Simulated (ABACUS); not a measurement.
Band structure of SnO2 (P4_2/mnm, 6 atoms in the cell; from Materials Project mp-856).

```yaml
crystal:
  lattice:
    - [4.76482, 0.00000, 0.00000]
    - [0.00000, 4.76482, 0.00000]
    - [0.00000, 0.00000, 3.20750]
  atoms:
    - { symbol: Sn, position: [0.50000, 0.50000, 0.50000] }
    - { symbol: Sn, position: [0.00000, 0.00000, 0.00000] }
    - { symbol: O, position: [0.19403, 0.80597, 0.50000] }
    - { symbol: O, position: [0.80597, 0.19403, 0.50000] }
    - { symbol: O, position: [0.69403, 0.69403, 0.00000] }
    - { symbol: O, position: [0.30597, 0.30597, 0.00000] }
```

Level of theory: PBE, PseudoDojo 0.5 standard norm-conserving PBE (tails mended) pseudopotentials (plane waves; ABACUS).

Settings: KPT = Gamma 5 5 7 0 0 0; basis_type = pw; dft_functional = PBE; ecutwfc = 84 Ry; smearing_method = fd; smearing_sigma = 0.000734986 Ry; potentials = PseudoDojo 0.5 standard norm-conserving PBE (tails mended); symmetry = 1; symmetry_prec = 1e-05; ks_solver = dav_subspace; scf_nmax = 100; scf_thr = 1.0e-09 Ry; mixing_type = broyden; mixing_beta = 0.4.

The structure comes from a collection of computed structures, made at another level of theory; the collection holds predicted forms beside known ones.

Problem. Predict the gap along the standard path and the places of the band edges.

Solution. The gap along the path is 1.05 eV, direct at Γ to within 0.01 eV.

Points are given in units of this cell's reciprocal vectors. Levels in eV from the top of the valence band on the path, bands 23 to 30:
| point | 23 | 24 | 25 | 26 | 27 | 28 | 29 | 30 |
|---|---|---|---|---|---|---|---|---|
| Γ (0 0 0) | -1.26 | -0.77 | -0.77 | 0.00 | 1.05 | 6.00 | 6.24 | 6.24 |
| X (0 0.5 0) | -1.22 | -1.22 | -0.62 | -0.62 | 4.23 | 4.23 | 7.01 | 7.01 |
| M (0.5 0.5 0) | -1.34 | -1.34 | -0.88 | -0.88 | 4.64 | 4.64 | 7.40 | 7.40 |
| Z (0 0 0.5) | -1.61 | -1.61 | -1.23 | -1.23 | 5.95 | 5.95 | 9.62 | 9.62 |
| R (0 0.5 0.5) | -1.07 | -1.07 | -0.73 | -0.73 | 6.22 | 6.22 | 7.92 | 7.92 |
| A (0.5 0.5 0.5) | -0.94 | -0.94 | -0.81 | -0.81 | 4.66 | 4.66 | 8.84 | 8.84 |

“Tails mended”: in these copies of the files the far tail of each local potential was reset to the Coulomb form.
